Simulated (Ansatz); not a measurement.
Given:

Fe$_{2}$P$_{2}$O$_{7}$:
```yaml
crystal:
  lattice:
    - [-4.50138, 0.00000, 0.00000]
    - [0.81982, 1.42889, -5.32202]
    - [0.85093, -5.12990, 0.00000]
  atoms:
    - { symbol: Fe, position: [0.48005, 0.70249, 0.32331], spin: 3.7 }
    - { symbol: Fe, position: [0.51995, 0.29751, 0.67669], spin: 3.7 }
    - { symbol: P, position: [0.09177, 0.78851, 0.78596] }
    - { symbol: P, position: [0.90823, 0.21149, 0.21404] }
    - { symbol: O, position: [0.00000, 0.00000, 0.00000], spin: 0.1 }
    - { symbol: O, position: [0.21298, 0.36967, 0.38259], spin: 0.1 }
    - { symbol: O, position: [0.78702, 0.63033, 0.61741], spin: 0.1 }
    - { symbol: O, position: [0.27630, 0.64089, 0.94183], spin: 0.1 }
    - { symbol: O, position: [0.72370, 0.35911, 0.05817], spin: 0.1 }
    - { symbol: O, position: [0.28069, 0.91979, 0.62188], spin: 0.1 }
    - { symbol: O, position: [0.71931, 0.08021, 0.37812], spin: 0.1 }
```

This is the r²SCAN-relaxed structure. Tensor components refer to the Cartesian frame of this cell.

### Question
All from r²SCAN in the plane-wave PAW code Ansatz, unless another level is named. Give the formation energy from the elements (no fitted shifts).

### Answer
-2.03 eV/atom.

### Question
What about the band gap?

### Answer
1.12 eV (indirect).

### Question
Predict the weight of the valence-edge state by species (Voronoi cells).

### Answer
Fe 94 %, O 6 %.

### Question
Next, the conduction-band minimum?

### Answer
at Z (k = 0.000, 0.000, 0.500).

Space group P-1. The workflow started from an entry of the Crystallography Open Database (COD), which files this formula under 3 space groups. Its standing as an ambient phase is unchecked. The cell was relaxed with r²SCAN under the symmetry of its start; whether a distortion lowers the energy is not shown. The final state is ferromagnetic, chosen from 2 collinear starts compared on coarse meshes (ties went to the first, and starts can fall back to one state), not a proven ground state. Other orbital occupations within this spin state were not tried. No Hubbard U is applied. The references are the lowest solids computed at this level, not always the standard phases (solids in place of the gases).

Potentials: the later of the program's two PAW sets.
